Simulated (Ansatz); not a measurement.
SnSe2 (started from an entry of an open crystallographic database), relaxed with r2SCAN+rVV10, was run in the PAW code Ansatz under altered settings. All numbers are computed, without spin polarisation but where a row says otherwise.

```xyz
3
Lattice="3.8252 0.0000 0.0000 -1.9126 3.3127 0.0000 0.0000 0.0000 6.2271" Properties=species:S:1:pos:R:3 pbc="T T T"
Sn    0.0000    0.0000    0.0000
Se    0.0000    2.2085    1.5759
Se    1.9126    1.1042    4.6511
```

The base run's other keys:
```yaml
kpoints:
  mp_grid: { grid: [6, 6, 2] }
hamiltonian:
  xc: hse06
scf:
  occupations: { method: fixed }
  n_extra_bands: 4
```

It takes 18 iterations with 1545 plane waves at 420 eV and 14 k points, and leaves a mean stress of +0.08 GPa. The gap over this mesh is 1.415 eV. It ran on 4 threads of Arm Neoverse V1, with other jobs on the host.

Outcomes, with energy and stress as changes against the base:
```
                                    setting        outcome  ΔF (meV/atom)  Δ mean stress (GPa)  gap on the mesh (eV)  iterations  wall time
     PBE hybrid, exx coeff 0.75, unscreened      converged              –                 -5.6                 5.023          28       20 s
PBE hybrid, exx coeff 0.4, omega 0.2078 1/Å      converged              –                 -1.6                 1.842          20       17 s
   PBE hybrid, exx coeff 0.3, omega 0.5 1/Å      converged              –                 +0.6                 1.121          18       16 s
   PBE hybrid, exx coeff 0.2, omega 0.1 1/Å      converged              –                 +0.4                 1.506          19       16 s
                scf.occupations: cold 0.001      converged            0.0                  0.0                 1.415          19       16 s
                            scf.max_iter: 3  not converged              –                    –                     –           3      1.6 s
```
A dash marks a value that wasn't obtained or can't be compared. Stress is positive in compression. The base took 16 s. The base's mesh is coarse for a hybrid, so its own values aren't converged.

- PBE hybrid, exx coeff 0.75, unscreened. That is 75 % exact exchange, at all ranges, against HSE06's 25 % screened at 0.208 1/Å. The mean stress moves by -5.6 GPa and the gap on the mesh by +3.608 eV (to 5.023). Totals of different functionals aren't comparable.
- PBE hybrid, exx coeff 0.4, omega 0.2078 1/Å. That is 40 % exact exchange, screened with ω = 0.2078 1/Å, against HSE06's 25 % screened at 0.208 1/Å. The mean stress moves by -1.6 GPa and the gap on the mesh by +0.427 eV (to 1.842). Totals of different functionals aren't comparable.
- PBE hybrid, exx coeff 0.3, omega 0.5 1/Å. That is 30 % exact exchange, screened with ω = 0.5 1/Å, against HSE06's 25 % screened at 0.208 1/Å. The mean stress moves by +0.6 GPa and the gap on the mesh by -0.294 eV (to 1.121). Totals of different functionals aren't comparable.
- PBE hybrid, exx coeff 0.2, omega 0.1 1/Å. That is 20 % exact exchange, screened with ω = 0.1 1/Å, against HSE06's 25 % screened at 0.208 1/Å. The mean stress moves by +0.4 GPa and the gap on the mesh by +0.091 eV (to 1.506). Totals of different functionals aren't comparable. The program warns that on this mesh the truncation of the exchange isn't bounded, so part of the change can be an error of the mesh.
- scf.max_iter: 3. The calculation stopped without meeting its thresholds. It stopped after 3 iterations; the base needs 18. Nothing that it printed is a property of the solid. Error: did not converge after 3 iterations: dr2 = 1.19e-4 (threshold 1.00e-7), under the density mixer `msr1`, which `scf.mixing.algorithm: auto` chose by the deck's other keys (type `scf.mixing.algorithm: msr1` to keep it); this SCF is the semilocal warm-up of a hybrid solve, ahead of its exchange loop […]

Within 1 meV an atom, 0.1 GPa and 0.005 eV of the base stay: scf.occupations: cold 0.001.

Spin-orbit coupling is left out, which matters wherever the heavy atoms make up the band edges.

The program warns that its thresholds are loose for a hybrid's stress.

The meshes of the hybrids are coarse, so their gaps aren't converged to the digits shown.
